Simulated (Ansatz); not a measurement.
## Does relaxation matter for the field gradients of LiF with oxygen replacing F?

Start: a supercell of LiF (rock salt type, Fm-3m) built from a COD entry, with all atoms left at the host's positions.

Space group Fm-3m (No. 225); a = 12.0840 Å.

```csv
site,Wyckoff,site symmetry,x,y,z
Li1,32f,.3m,0.3333,0.8333,0.8333
Li2,24e,4m.m,0.5000,0.0000,0.8333
Li6,48h,m.m2,0.8333,0.1667,0.0000
Li27,4a,m-3m,0.0000,0.5000,0.5000
O,4b,m-3m,0.5000,0.0000,0.0000
F29,48i,m.m2,0.6667,0.1667,0.0000
F32,32f,.3m,0.8333,0.1667,0.1667
F42,24e,4m.m,0.0000,0.5000,0.3333
```

One atom of each set is listed; the run and its k-mesh use a cell of 54 atoms with edges of 8.54, 8.54, 8.54 Å.

Level of theory: DFT, PBE, plane waves and PAW, scalar-relativistic, 420 eV cutoff, Γ-centred 3×3×3 k-points, Fermi–Dirac smearing 0.01 eV, cell charge -1 (Ansatz 0.2.0).

The largest force at the start is 1.3 eV/Å. Relaxing the ions at fixed cell moves them by 0.151 Å at most (atom 2, Li) and 0.056 Å rms.

```tsv
site	moved (Å)	first shell before	first shell after	V_zz before (10²¹ V/m²)	η before
Li2	0.151	5 F at 2.01 Å, 1 O at 2.01 Å	1 O at 1.86 Å, 5 F at 2.06–2.17 Å	-0.26	0.00
Li6	0.004	6 F at 2.01 Å	6 F at 1.98–2.02 Å	0.024	0.03
O	0.000	6 Li at 2.01 Å	6 Li at 1.86 Å	0.00	–
F29	0.051	6 Li at 2.01 Å	6 Li at 1.98–2.06 Å	-1.42	0.08
F32	0.001	6 Li at 2.01 Å	6 Li at 2.01–2.03 Å	0.33	0.00
F42	0.006	6 Li at 2.01 Å	6 Li at 2.01–2.17 Å	-0.27	0.00
```

Q: What are V_zz and η after the relaxation?

A: 

```
site  V_zz after  η after  change of V_zz
 Li2       -0.29     0.00           -0.03
 Li6       0.026     0.12            0.00
   O        0.00        –            0.00
 F29        0.60     0.93               –
 F32        0.12     0.00           -0.21
 F42       -0.27     0.00            0.00
```

The largest change of V_zz along a kept axis is on F32, from 0.33 to 0.12. The whole tensor moves most on F29, by 0.85 along its most changed direction. On F29 the largest principal value lies along another axis in the second run, so the two V_zz can't be compared directly. Other sites with |V_zz| of 0.02 or less aren't listed.

The defect repeats with the cell of 54 atoms, so it feels its images: sites between two images don't show the values beside a lone defect, and zeros or small values of η there can come from the images' arrangement. A uniform background compensates the cell's charge. With these PAW files V_zz is typically within 2 to 3 % of all-electron values, but misses above 10 % occur on Li.
Before: The neighbours have not yet relaxed around the defect (largest force 1.3 eV/Å), so a real crystal will differ.
After: The relaxation keeps the site symmetry m-3m of the start, so the impurity can't leave its site; a start off the site could end lower.
